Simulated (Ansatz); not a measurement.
The start is a generated cell, TiC built in the CoSn structure type. The cell and all atomic positions are relaxed at zero pressure with PBE (plane waves to 420 eV, PAW, scalar-relativistic; Ansatz, an electronic-structure program). The first steps use a coarse 5×5×5 k-mesh.

Initial structure:
```yaml
crystal:
  lattice:
    - [5.48320, 0.00000, 0.00000]
    - [-2.74160, 4.74859, 0.00000]
    - [0.00000, 0.00000, 4.42447]
  atoms:
    - { symbol: Ti, position: [0.50000, 0.00000, 0.00000] }
    - { symbol: Ti, position: [0.50000, 0.50000, 0.00000] }
    - { symbol: Ti, position: [0.00000, 0.50000, 0.00000] }
    - { symbol: C, position: [0.00000, 0.00000, 0.00000] }
    - { symbol: C, position: [0.33333, 0.66667, 0.50000] }
    - { symbol: C, position: [0.66667, 0.33333, 0.50000] }
```

Problem. How large is the pressure on the unrelaxed cell, and of which sign?

Solution. -28 GPa (negative: the cell is under tension).

Problem. How much energy is released per atom?

Solution. 1.62 eV/atom.

Problem. How do the shortest distances between atoms change?

Solution. The closest pairs of elements (up to four, under 3.6 Å), start → end: C–Ti 2.72 → 2.14 Å; Ti–Ti 2.74 → 2.66 Å; C–C 3.17 → 2.97 Å.

Problem. What band gap does the relaxed structure have at this level?

Solution. No gap (metallic).

Problem. Give the final cell and atomic positions.

Solution. 
Space group P6/mmm (No. 191); a = b = 5.327 Å, c = 2.970 Å, α = β = 90.00°, γ = 120.00°

```csv
atom,site,symmetry,x,y,z
Ti,3f,mmm,0.0000,0.5000,0.0000
C,1a,6/mmm,0.0000,0.0000,0.0000
C,2d,-6m2,0.3333,0.6667,0.5000
```

The space group stays P6/mmm (No. 191) (the run could not lower it), with 6 atoms in the primitive cell. Final values are on a 10×10×16 k-mesh of the relaxed cell. No spin polarisation in the result.

The run could not lower the symmetry of its start; a shaken copy of this end point relaxes with PBE to Fm-3m (No. 225), 1.08 eV/atom lower.

The relaxed structure here is a generated cell of TiC: the first start was made by placing the elements on the sites of a structure type, and the end was not matched to a known phase here, so it may be hypothetical. Known forms of TiC include space group No. 225.
